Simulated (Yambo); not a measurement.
Yambo input for a free-standing WS₂ monolayer (symmetry Amm2, slab cell 16.1 Å high) under uniaxial strain of +2 % along x, the other axes held (a = 3.2085 Å, b = 3.1615 Å, c = 16.1000 Å, α = 90.00°, β = 90.00°, γ = 120.49°), on PBEsol (Quantum ESPRESSO, PseudoDojo norm-conserving, 74 Ry, without SOC) wavefunctions on a 24×24×1 mesh:

```
rim_cut
optics
chi
dipoles
kernel
RandQpts= 1000000
RandGvec= 2 Ry
CUTGeo= "slab z"
FFTGvecs= 30 Ry
Chimod= "HARTREE"
NGsBlkXd= 2 Ry
% QpntsRXd
 1 | 1 |
%
% BndsRnXd
 2 | 38 |
%
GrFnTpXd= "R"
% EnRngeXd
 0.0 | 20.0 | eV
%
% DmRngeXd
 0.2 | 0.2 | eV
%
CGrdSpXd= 50
ETStpsXd= 161
% LongDrXd
 1.0 | 0.0 | 0.0 |
%
```

First lines of the file o-*.alpha_q1_inv_rpa_dyson:

```
Polarizability  ( -<<X>> ) @ Q(1):   1.00000000     0.00000000     0.00000000    [q->0 direction]
#
# Polarizability units: length
#
# [ X ] Hartree size     :   57
# [GEN] GF Energies     : Perdew, Burke & Ernzerhof SOL(X)+Perdew, Burke & Ernzerhof SOL(C)
# [GEN] Green`s Function     : Retarded
#
# [GEN] Gauge     : Length
# [GEN] [r,Vnl] included     : yes
#
#    E[1] [eV]     Im(alpha)     Re(alpha)     Im(alpha_o)     Re(alpha_o)
#
     0.000000     -0.26556E-11     12.02905     0.74019E-17     12.53900
     0.125000     0.048607     12.04389     0.051009     12.55457
     0.250000     0.098407     12.08876     0.103292     12.60164
     0.375000     0.150691     12.16471     0.158231     12.68134
     0.500000     0.206964     12.27359     0.217441     12.79564
     0.625000     0.269106     12.41820     0.282942     12.94754
     0.750000     0.339619     12.60249     0.357429     13.14128
     0.875000     0.422031     12.83199     0.444714     13.38278
     1.000000     0.521631     13.11432     0.550528     13.68023
     1.125000     0.646888     13.46008     0.684072     14.04503
     1.250000     0.812439     13.88400     0.861281     14.49308
     1.375000     1.045927     14.40585     1.112322     15.04568
     1.500000     1.404575     15.04655     1.499749     15.72526
     1.625000     2.008693     15.79254     2.155120     16.51593
     1.750000     3.005377     16.45223     3.237806     17.20550
     1.875000     4.262595     16.70284     4.594972     17.43774
     2.000000     5.266390     16.31232     5.641940     16.99025
     2.125000     5.432606     16.30583     5.829018     17.01166
     2.250000     6.075051     16.96700     6.578759     17.70638
     2.375000     7.029059     17.54484     7.669072     18.29867
     2.500000     8.219719     18.47466     9.113263     19.25482
     2.625000     10.72706     19.65265     12.12960     20.22330
     2.750000     14.58022     19.12932     16.27097     18.85772
     2.875000     17.66177     16.67793     18.87647     15.57707
     3.000000     19.60765     13.41731     19.98061     11.93124
     3.125000     20.14544     9.732501     19.65004     8.437857
     3.250000     19.30610     6.400057     18.26848     5.621363
     3.375000     17.33997     4.169003     16.11381     4.014756
     3.500000     15.56547     3.301041     14.39724     3.613424
     3.625000     14.27002     2.932735     13.22262     3.627614
     3.750000     13.16010     2.775958     12.33082     3.824041
```
(The file goes on to the top of the energy range; α is in bohr.) Convergence of the RPA response with its 24×24×1 mesh was not tested.

Geometry strained from the cell relaxed with PBEsol, atoms relaxed again.
